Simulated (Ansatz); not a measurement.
MgS:
```
CELL_PARAMETERS angstrom
      0.00000     2.60256     2.60256
      2.60256     0.00000     2.60256
      2.60256     2.60256     0.00000
ATOMIC_POSITIONS crystal
  Mg 0.00000 0.00000 0.00000
  S  0.50000 0.50000 0.50000
```

This is the r²SCAN-relaxed structure.

**Question.** All from plane-wave PAW r²SCAN (Ansatz code), unless another level is named. Give the Poisson's ratio.

**Answer.** 0.21.

**Question.** What about the elastic constants (relaxed ions, GPa)?

**Answer.** C11 = 152, C12 = 43.9, C44 = 60.1.

Space group Fm-3m (rock salt). The cell was relaxed with r²SCAN under the symmetry of its start.

Potentials: the earlier of the program's two PAW sets.
